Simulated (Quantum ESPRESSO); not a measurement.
Empty bands for a GW run on GaAlN2 (space group P-4m2, No. 115): 105 bands on a 4×4×4 mesh, PBEsol, PseudoDojo standard norm-conserving files, scalar-relativistic, Quantum ESPRESSO. The input, in which only the diagonalization keyword changes:

```
&CONTROL
  calculation = 'nscf'
  pseudo_dir = './pseudo'
  outdir = './out'
/
&SYSTEM
  ibrav = 0
  nat = 4
  ntyp = 3
  ecutwfc = 84.0
  ecutrho = 336.0
  occupations = 'fixed'
  force_symmorphic = .true.
  nbnd = 105
/
&ELECTRONS
  conv_thr = 4e-09
  diago_full_acc = .true.
  diago_thr_init = 1e-08
  diagonalization = 'david'
/
ATOMIC_SPECIES
N 14.0070 N.upf
Al 26.9815 Al.upf
Ga 69.7230 Ga.upf
CELL_PARAMETERS angstrom
  3.142973914000   0.000000000000   0.000000000000
  0.000000000000   3.142973914000   0.000000000000
  0.000000000000   0.000000000000   4.423892966000
ATOMIC_POSITIONS crystal
N   0.500000000000   0.000000000000   0.739552870700
N   0.000000000000   0.500000000000   0.260447129300
Al   0.500000000000   0.500000000000   0.500000000000
Ga   0.000000000000   0.000000000000   0.000000000000
K_POINTS automatic
4 4 4 0 0 0
```

```
diagonalization  mean iterations per k point              rough time  largest change of an eigenvalue (eV)
---------------  ---------------------------  ----------------------  ------------------------------------
david                                     26                       1                                     –
cg                                        42                about 3×                                 3e-07
paro                                      18  within a factor of two                                 1e-08
```

An iteration means different work in each solver, so the counts don't rank them. Times are rough ratios from shared machines.

Spin-orbit coupling is not included.

Geometry relaxed with PBEsol.
